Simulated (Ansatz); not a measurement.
PtC:
```yaml
crystal:
  lattice:
    - [0.00000, 2.35920, 2.35920]
    - [2.35920, 0.00000, 2.35920]
    - [2.35920, 2.35920, 0.00000]
  atoms:
    - { symbol: Pt, position: [0.00000, 0.00000, 0.00000] }
    - { symbol: C, position: [0.25000, 0.25000, 0.25000] }
```

Relaxed with PBE. Special points in fractions of this cell's reciprocal vectors: Γ (0.000, 0.000, 0.000); X (0.500, 0.000, 0.500); U (0.625, 0.250, 0.625); K (0.375, 0.375, 0.750); L (0.500, 0.500, 0.500); W (0.500, 0.250, 0.750).

List the band energies nearest the Fermi level at these points for plane-wave PAW PBE with spin–orbit coupling (Ansatz code).

In eV from the Fermi level; about four levels below and three above (degenerate sets whole), none deeper than 8.9 eV; … stands for higher levels left out; points with the same levels are listed once.

```tsv
k	below	above
Γ	-3.90 -3.90 -3.90 -3.90	2.76 2.76 4.49 4.49 4.49 4.49
X	-0.65 -0.65 -0.45 -0.45	8.41 8.41 …
U	-3.25 -1.81 -1.79 -0.64	0.06 0.66 0.94
L	-3.17 -3.17 -2.27 -2.27	2.29 2.29 2.32 2.32
W	-2.69 -2.48 -0.85 -0.76	0.76 1.47 9.31
```

Space group F-43m (zinc blende). The start of the workflow was typed in or built on a structure type; neither database checked (COD, Materials Project) lists it. Its standing as an ambient phase is unchecked. The PBE relaxation kept the symmetry of its start; its stability against distortions is not shown here. No spin polarisation was allowed. Its formation energy is positive at this level, so the cell may be metastable or incomplete.

Potentials: the later of the program's two PAW sets.
